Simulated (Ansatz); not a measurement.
# YbCd2Sb2: Yb vacancy

Computed with the plane-wave PAW code Ansatz (scalar-relativistic, PAW set soft_2): r2SCAN, no spin polarisation, 500 eV cutoff, k-mesh 3×3×3.

The relaxed host crystal (no gap at this level of theory):

```cif
data_structure
_symmetry_space_group_name_H-M 'P 1'
_symmetry_Int_Tables_number 1
_cell_length_a 4.6824
_cell_length_b 4.6824
_cell_length_c 7.4910
_cell_angle_alpha 90.000
_cell_angle_beta 90.000
_cell_angle_gamma 120.000
_cell_volume 142.23
loop_
_atom_site_label
_atom_site_type_symbol
_atom_site_fract_x
_atom_site_fract_y
_atom_site_fract_z
_atom_site_occupancy
Cd1 Cd 0.33333 0.66667 0.36795 1
Cd2 Cd 0.66667 0.33333 0.63205 1
Sb1 Sb 0.33333 0.66667 0.76638 1
Sb2 Sb 0.66667 0.33333 0.23362 1
Yb1 Yb 0.00000 0.00000 0.00000 1
```

Supercell of 20 atoms, rows of the matrix [[0,1,1],[0,1,-1],[-2,-2,0]] times the cell vectors; Yb vacancy at (0.000, 0.000, 0.000) in fractions of the cell above. Atoms are relaxed at the host's cell, from a start shaken by 0.05 Å near the defect. The cell loses 1 of its 4 Yb, so this is a heavily defective crystal.

Q: How does the lattice relax around the defect?

A: Distances from the empty Yb site (Å), by shell of the perfect crystal:

| shell | perfect crystal | relaxed, charge 0 |
| --- | --- | --- |
| 6 Sb | 3.22 | 3.24 (3.15 to 3.28) |

| charge | gap of the cell on the mesh (eV) |
| --- | --- |
| 0 | 0.00 |

Formation energy of the neutral defect: 2.58 eV, taking atoms from and to the elements' standard states (no corrections for gases), so it belongs to those chemical potentials alone.

Relaxed cell at charge 0:

```
YbCd2Sb2 V_Yb charge 0
1.0
    -2.3412    4.0550    7.4910
    -2.3412    4.0550   -7.4910
    -4.6824   -8.1101    0.0000
Cd Sb Yb
8 8 3
Direct
  0.3596 0.9818 0.3412
  0.8418 0.4830 0.3246
  0.3595 0.9942 0.8331
  0.8392 0.4739 0.8328
  0.1599 0.5243 0.1635
  0.6395 0.0037 0.1633
  0.1572 0.5151 0.6719
  0.6394 0.0166 0.6557
  0.5592 0.7739 0.3329
  0.0456 0.2844 0.3297
  0.5522 0.7881 0.8291
  0.0414 0.2776 0.8293
  0.9576 0.7206 0.1672
  0.4469 0.2099 0.1673
  0.9533 0.7138 0.6667
  0.4397 0.2245 0.6639
  0.9995 0.9991 0.9982
  0.4994 0.4989 0.4981
  0.9994 0.9991 0.4982
```

Caveats: 4f shell without a U, which puts 4f levels too near the Fermi level; small supercell, so energies and levels can be off by tenths of an eV; one random start near the defect, so other minima are possible.
